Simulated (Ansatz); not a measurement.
V3Si (A15, Cr3Si type)

```
CELL_PARAMETERS angstrom
      4.70139     0.00000     0.00000
      0.00000     4.70139     0.00000
      0.00000     0.00000     4.70139
ATOMIC_POSITIONS crystal
  V  0.25000 0.00000 0.50000
  V  0.75000 0.00000 0.50000
  V  0.00000 0.50000 0.25000
  V  0.00000 0.50000 0.75000
  V  0.50000 0.25000 0.00000
  V  0.50000 0.75000 0.00000
  Si 0.00000 0.00000 0.00000
  Si 0.50000 0.50000 0.50000
```

The slice is a {100} plane (indices of the conventional cell) through the point (0.500, 0.750, 0.000) (fractional), spanned by u = [100] and v = [010] in vectors of this cell: u (4.70 Å) and v (4.70 Å, at 90° to u). It covers one period; positions are fractions (u, v).

Calculation: PBE (plane waves to 420 eV, PAW, scalar-relativistic; Ansatz, a quantum-chemistry and plane-wave program). k mesh 10×10×10. These are valence fields of a PAW run, semicore shells included where kept as valence: close to a nucleus they are smooth pseudo fields. The PAW data are Ansatz's earlier set. V3Si is run without spin polarisation. V3Si was relaxed with its symmetry unable to fall.

Three fields on this plane, each scaled to ten steps between its own extremes (0 low, 9 high; the total valence density on a logarithmic scale, the potential cut 8 eV below its top; x marks points blanked near nuclei; v = 0 in the bottom row):

Map A
```
|xxxxxx05899877777899850xxxxx|
|xxxxxx26899877677899862xxxxx|
|xxxxxx47998766566789974xxxxx|
|xxxxx3689986544456899863xxxx|
|xxxx268998754222457899862xxx|
|0003579998642111246899975300|
|0124689998642101246899986421|
|0003579998642111246899975300|
|xxxx268998754222457899862xxx|
|xxxxx3689986544456899863xxxx|
|xxxxxx47998766566789974xxxxx|
|xxxxxx26899877677899862xxxxx|
|xxxxxx05899877777899850xxxxx|
|xxxxxx05788765556788750xxxxx|
|xxxxxx05776431113467750xxxxx|
|xxxxxx15653xxxxxxx35651xxxxx|
|xxxxxx3553xxxxxxxxx3553xxxxx|
|xxxxx1453xxxxxxxxxxx3541xxxx|
|xxxx14652xxxxxxxxxxx25641xxx|
|000246651xxxxxxxxxxx15664200|
|012456751xxxxxxxxxxx15765421|
|000246651xxxxxxxxxxx15664200|
|xxxx14652xxxxxxxxxxx25641xxx|
|xxxxx1453xxxxxxxxxxx3541xxxx|
|xxxxxx3553xxxxxxxxx3553xxxxx|
|xxxxxx15653xxxxxxx35651xxxxx|
|xxxxxx05776431113467750xxxxx|
|xxxxxx05788765556788750xxxxx|
```

Map B
```
|xxxxxx01467777777776410xxxxx|
|xxxxxx02466655555666420xxxxx|
|xxxxxx13565443334456531xxxxx|
|xxxxx0246654322234566420xxxx|
|xxxx124666432222234666421xxx|
|2222346775432222234577643222|
|2223457775432222234577754322|
|2222346775432222234577643222|
|xxxx124666432222234666421xxx|
|xxxxx0246654322234566420xxxx|
|xxxxxx13565443334456531xxxxx|
|xxxxxx02466655555666420xxxxx|
|xxxxxx01467777777776410xxxxx|
|xxxxxx01468888888886410xxxxx|
|xxxxxx01479999999997410xxxxx|
|xxxxxx01589xxxxxxx98510xxxxx|
|xxxxxx0369xxxxxxxxx9630xxxxx|
|xxxxx0158xxxxxxxxxxx8510xxxx|
|xxxx01479xxxxxxxxxxx97410xxx|
|221123689xxxxxxxxxxx98632112|
|222235789xxxxxxxxxxx98753222|
|221123689xxxxxxxxxxx98632112|
|xxxx01479xxxxxxxxxxx97410xxx|
|xxxxx0158xxxxxxxxxxx8510xxxx|
|xxxxxx0369xxxxxxxxx9630xxxxx|
|xxxxxx01589xxxxxxx98510xxxxx|
|xxxxxx01479999999997410xxxxx|
|xxxxxx01468888888886410xxxxx|
```

Map C
```
|xxxxxx40000122222100004xxxxx|
|xxxxxx30000112221100003xxxxx|
|xxxxxx20000122222100002xxxxx|
|xxxxx4100012333332100014xxxx|
|xxxx520000134555431000025xxx|
|9975310001235666532100013579|
|7754210001245777542100012457|
|9975310001235666532100013579|
|xxxx520000134555431000025xxx|
|xxxxx4100012333332100014xxxx|
|xxxxxx20000122222100002xxxxx|
|xxxxxx30000112221100003xxxxx|
|xxxxxx40000122222100004xxxxx|
|xxxxxx51001234443210015xxxxx|
|xxxxxx41123445554432114xxxxx|
|xxxxxx31234xxxxxxx43213xxxxx|
|xxxxxx2234xxxxxxxxx4322xxxxx|
|xxxxx3224xxxxxxxxxxx4223xxxx|
|xxxx42235xxxxxxxxxxx53224xxx|
|997522235xxxxxxxxxxx53222579|
|765322245xxxxxxxxxxx54222356|
|997522235xxxxxxxxxxx53222579|
|xxxx42235xxxxxxxxxxx53224xxx|
|xxxxx3224xxxxxxxxxxx4223xxxx|
|xxxxxx2234xxxxxxxxx4322xxxxx|
|xxxxxx31234xxxxxxx43213xxxxx|
|xxxxxx41123445554432114xxxxx|
|xxxxxx51001234443210015xxxxx|
```

**Question.** Assign the maps to these fields: electron localisation function (ELF); valence electron density; electrostatic potential energy of an electron, from the cell's mean.

**Answer.** A is the electrostatic potential energy of an electron, from the cell's mean; B is the electron localisation function (ELF); C is the valence electron density.
